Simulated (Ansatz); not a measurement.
Elastic constants of C: input and output

Computed with Ansatz 0.2.0, DFT LDA, scalar-relativistic, plane waves, PAW.

Launched with:
```bash
ansatz run input.yaml --threads 1 --pin off --max-ram 3072MiB --backend cpu --events-out ev --progress --plain --runs-dir out
```

Input (bare energies are in eV):
```yaml
crystal:
  lattice:
    - [1.2228066818, -2.1167318649, 0.0]
    - [1.2228066818, 2.1167318649, 0.0]
    - [0.0, 0.0, 6.7225117453]
  atoms:
    - { symbol: C, position: [0.0833124672, 0.9166875328, 0.75] }
    - { symbol: C, position: [0.5833124672, 0.4166875328, 0.25] }
    - { symbol: C, position: [0.9166875328, 0.0833124672, 0.25] }
    - { symbol: C, position: [0.4166875328, 0.5833124672, 0.75] }
basis:
  ecutwfc: 420
kpoints:
  mp_grid: { grid: [18, 18, 6] }
hamiltonian:
  xc: lda
scf:
  occupations: { method: fermi_dirac, width: 0.15 }
output:
  forces: true
  stress: true
  eigenvalues: true
elastic:
  mode: clamped_ion
  amplitude: 0.005
  stencil: two_point
```

From the output:
```
--- Elastic constants: 6 strain directions × 2 members + reference (group order 16) ---
  dense FFT box of the reference and of every strained cell: 18×18×48
  strains applied: 11, 22, 33, 23, 13, 12; error gains: componentwise 1.00 (the most a stress slope's error grows in a printed constant), spectral 1.00 (1 for all six strains in a standard setting)
  C = ∂σ_k/∂η_j (tension-positive GPa; Voigt order 11 22 33 23 13 12):
      1111.118    181.478      0.160      0.000      0.000      0.000
       181.429   1114.908     -5.624      0.000      0.000      0.000
         0.088     -5.578     28.825      0.000      0.000      0.000
         0.000      0.000      0.000     -2.550      0.000      0.000
         0.000      0.000      0.000      0.000      7.483      0.000
        -0.000      0.000      0.000      0.000      0.000    465.588
  reference stress σ⁰ (GPa):      0.003      0.009     -0.006     -0.000     -0.000     -0.000
  C* (energy form; C + prestress term) asymmetry max|C*_kj − C*_jk| = 8.175e-2 GPa — a small one proves nothing (zero by symmetry where the batch's group is 432, −43m or m−3m); a large one is finite-difference/SCF noise where every solve ...
  moduli (Voigt/Reuss/Hill, GPa): K = 289.64/27.35/158.50   G = 232.70/-24.08/104.31   E = 256.63   ν = 0.230
  mechanically stable: NO (min eigenvalue of sym C = -2.55 GPa)
  the cell is mechanically unstable, and its weakest contacts join parallel layers: if it is meant as a slab among its images, read the layer's verdict in place of the crystal's
  the layer in its plane, per area (N/m: the tensor there times 6.7225 Å, the cell's volume per area; the error gains are the tensor's), 1 along (0.500, -0.866, 0.000), 2 along (0.866, 0.500, 0.000):
    of the cell's 2 layers together, so a stiff one can hide an unstable one:
    C11 = 748.76   C22 = 747.49   C12 = 122.08   C66 = 313.09   C16 = -0.61   C26 = -0.50
  moduli of the layer (Voigt/Reuss/Hill, N/m): K = 435.10/435.10/435.10   G = 313.06/313.06/313.06   E = 728.25   ν = 0.163
  mechanically stable in its plane: yes (min eigenvalue of those constants = 313.09 N/m; a buckling out of the plane is not judged)
  strain η (Voigt 11):  stress-route row diagonal C_11 = 1111.12 GPa, energy-path curvature d²(F+E_count+ΔE)/dδ²/Ω₀ = 1111.02 GPa
         δ    σ_11 (GPa) F (eV) n_scf n_hpsi n_pw
    -5.000e-3      -5.6403        -971.9263093       7   93496    694
     5.000e-3       5.4709        -971.9263538       5   78647    704
  strain η (Voigt 22):  stress-route row diagonal C_22 = 1114.91 GPa, energy-path curvature d²(F+E_count+ΔE)/dδ²/Ω₀ = 1114.70 GPa
         δ    σ_22 (GPa) F (eV) n_scf n_hpsi n_pw
    -5.000e-3      -5.6564        -971.9263034       7   92741    692
     5.000e-3       5.4927        -971.9263322       5   78642    702
  strain η (Voigt 33):  stress-route row diagonal C_33 = 28.82 GPa, energy-path curvature d²(F+E_count+ΔE)/dδ²/Ω₀ = 28.54 GPa
         δ    σ_33 (GPa) F (eV) n_scf n_hpsi n_pw
    -5.000e-3      -0.1566        -971.9293016       6   88382    696
     5.000e-3       0.1317        -971.9292426       4   77449    702
  strain η (Voigt 23):  stress-route row diagonal C_44 = -2.55 GPa, energy-path curvature d²(F+E_count+ΔE)/dδ²/Ω₀ = -2.71 GPa
         δ    σ_23 (GPa) F (eV) n_scf n_hpsi n_pw
    -5.000e-3       0.0127        -971.9293720       6  116368    696
     5.000e-3      -0.0127        -971.9293720       4  101211    696
  strain η (Voigt 13):  stress-route row diagonal C_55 = 7.48 GPa, energy-path curvature d²(F+E_count+ΔE)/dδ²/Ω₀ = 7.36 GPa
         δ    σ_13 (GPa) F (eV) n_scf n_hpsi n_pw
    -5.000e-3      -0.0374        -971.9293480       8  131188    696
     5.000e-3       0.0374        -971.9293480       4  103411    696
  strain η (Voigt 12):  stress-route row diagonal C_66 = 465.59 GPa, energy-path curvature d²(F+E_count+ΔE)/dδ²/Ω₀ = 465.47 GPa
         δ    σ_12 (GPa) F (eV) n_scf n_hpsi n_pw
    -5.000e-3      -2.3279        -971.9280958       7  170107    696
     5.000e-3       2.3279        -971.9280958       4  140335    696
```

It took 110 s on 1 thread of Arm Neoverse V2, with other jobs on the host, peak memory 0.56 GiB.

Without a gap, frequencies and elastic constants depend on the k mesh and the smearing, soft modes and shear constants most. The crystal is built of layers and no dispersion correction was added, so the binding between them is poorly described, and with it their spacing and whatever depends on it.

As the tensor has a negative eigenvalue, the Reuss and Hill moduli of a polycrystal, and E and ν formed from them, have no physical meaning here.

The least eigenvalue is -2.5 GPa; in a metal on this mesh the verdict on stability isn't firm within about 20 GPa or a tenth of the bulk modulus.

Clamped-ion constants are upper bounds: once the atoms relax, a strain can turn out softer or unstable.

This form isn't the element's structure at ambient conditions. The bands only touch here, so at this level the crystal is a zero-gap semiconductor or semimetal, not an ordinary metal.